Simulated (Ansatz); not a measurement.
SiNF:
```xyz
6
Lattice="2.8903 0.0000 0.0000 0.0000 4.8538 0.0000 0.0000 0.0000 4.8263" Properties=species:S:1:pos:R:3 pbc="T T T"
Si     0.0000     1.8888     4.7860
N      1.4452     2.3458     3.9792
F      0.0000     0.3053     0.0830
Si     1.4452     2.9650     2.3728
N      0.0000     2.5080     1.5661
F      1.4452     4.5485     2.4962
```

Relaxed with r²SCAN+D4.

**Question.** Map the valence electron density (e/Å³), cut off at 1 on the plane through (0.000, 0.389, 0.992) spanned by u = [0, 1, 0] and v = [0, 0, 1] in lattice vectors, from DFT-r²SCAN+D4 in the program Ansatz with PAW potentials.

**Answer.** x is the fraction of u, y of v (the angle between them is 90°; rows are the nearest grid lines); atoms in the plane: Si at (0.00, 0.00), F at (0.67, 0.03), N at (0.13, 0.33).
```
y \ x   0.000  0.0833  0.167  0.292  0.375  0.458  0.542  0.625  0.708  0.833  0.917   1.00
------  -----  ------  -----  -----  -----  -----  -----  -----  -----  -----  -----  -----
1.00    0.112   0.159  0.213  0.064  0.037  0.147   1.00   1.00   1.00   1.00  0.272  0.112
0.917   0.170   0.244  0.228  0.060  0.030  0.085  0.519   1.00   1.00  0.623  0.228  0.170
0.833   0.252   0.283  0.190  0.055  0.025  0.033  0.108  0.269  0.322  0.188  0.189  0.252
0.750   0.141   0.154  0.115  0.046  0.024  0.020  0.029  0.044  0.050  0.056  0.091  0.141
0.708   0.096   0.111  0.095  0.047  0.028  0.023  0.025  0.026  0.026  0.033  0.059  0.096
0.625   0.073   0.112  0.122  0.074  0.046  0.039  0.036  0.027  0.017  0.019  0.038  0.073
0.542   0.177   0.340  0.384  0.177  0.080  0.055  0.050  0.035  0.020  0.023  0.065  0.177
0.458   0.570    1.00   1.00  0.416  0.127  0.056  0.043  0.031  0.019  0.038  0.152  0.570
0.375    1.00    1.00   1.00  0.728  0.163  0.048  0.029  0.023  0.020  0.060  0.271   1.00
0.292    1.00    1.00   1.00  0.686  0.146  0.041  0.033  0.049  0.055  0.087  0.325   1.00
0.250    1.00    1.00   1.00  0.516  0.119  0.041  0.060  0.120  0.137  0.119  0.327   1.00
0.167   0.729    1.00  0.941  0.222  0.068  0.066  0.284  0.977   1.00  0.342  0.335  0.729
0.0833  0.254   0.424  0.374  0.098  0.044  0.128   1.00   1.00   1.00  0.992  0.297  0.254
0.000   0.112   0.159  0.213  0.064  0.037  0.147   1.00   1.00   1.00   1.00  0.272  0.112
```

The density is the valence pseudo-density with augmentation charge, so density and ELF within about 1 Å of a nucleus are not all-electron values.

Space group Pmn2_1. The start of the workflow was typed in or built on a structure type; neither database checked (COD, Materials Project) lists it. Whether it is the stable phase at ambient conditions was not checked. The cell was relaxed with r²SCAN+D4 under the symmetry of its start; its stability against distortions is not shown here. The volume moved by -41 % from the start of the relaxation.

Potentials: the earlier of the program's two PAW sets. The files were generated under PBE; for other functionals the program regenerates the frozen cores, and for LDA and PBEsol the local potential too.
